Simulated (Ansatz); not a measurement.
# How far is PAW off for YbN?

```yaml
crystal:
  lattice:
    - [0.00000, 2.58986, 2.58986]
    - [2.58986, 0.00000, 2.58986]
    - [2.58986, 2.58986, 0.00000]
  atoms:
    - { symbol: Yb, position: [0.00000, 0.00000, 0.00000] }
    - { symbol: N, position: [0.25000, 0.25000, 0.25000] }
```

Atom numbers follow the list: Yb1, N2.

The conventional cell has a = 5.180 Å, b = 5.180 Å, c = 5.180 Å, α = 90.00°, β = 90.00°, γ = 90.00°. Yb (atom 1) is surrounded by 4 N at 2.24 Å. N (atom 2) is surrounded by 4 Yb at 2.24 Å.

The cell was built from the zincblende type and relaxed in the same program, and has space group F-43m; it needn't be a known or the stable phase.

Where the f shell is localised, expect the real compound to differ from this run without U.

Spin–orbit coupling is left out, though it moves levels of the heavy atoms by tenths of an eV or more.

All numbers are computed: DFT, PBE, PAW with Ansatz's default frozen-core files, scalar-relativistic (Ansatz 0.2.0); DFT, PBE, all-electron PAW with datasets made for the crystal, scalar-relativistic (Ansatz 0.2.0); DFT, PBE, all-electron LAPW, scalar-relativistic (Ansatz 0.2.0).

For PAW: a Γ-centred 11×11×11 k mesh, Fermi–Dirac smearing of 0.08 eV, cutoff 420 eV, no spin polarisation. The crystal-made all-electron datasets (AE datasets) take a cutoff of 360 eV at this cell. LAPW targets a basis error of 1 meV/atom. The Ansatz runs share mesh, smearing and spin set-up. Plane-wave (PAW) pressures include the program's estimate of the Pulay term.

Stress and pressure are positive in compression.

Levels count from the Fermi level.

| quantity | PAW | AE datasets | LAPW |
| --- | --- | --- | --- |
| pressure (GPa) | -0.02 | 0.01 | 0.01 |
| highest filled level at X (eV) | -0.451 | -0.451 | -0.451 |
| lowest empty level at X (eV) | 0.166 | 0.166 | 0.166 |
| highest filled level at W (eV) | -0.046 | -0.046 | -0.046 |
| lowest empty level at W (eV) | 0.174 | 0.174 | 0.174 |
| highest filled level at L (eV) | -0.249 | -0.250 | -0.249 |
| lowest empty level at L (eV) | 4.832 | 4.833 | 4.833 |
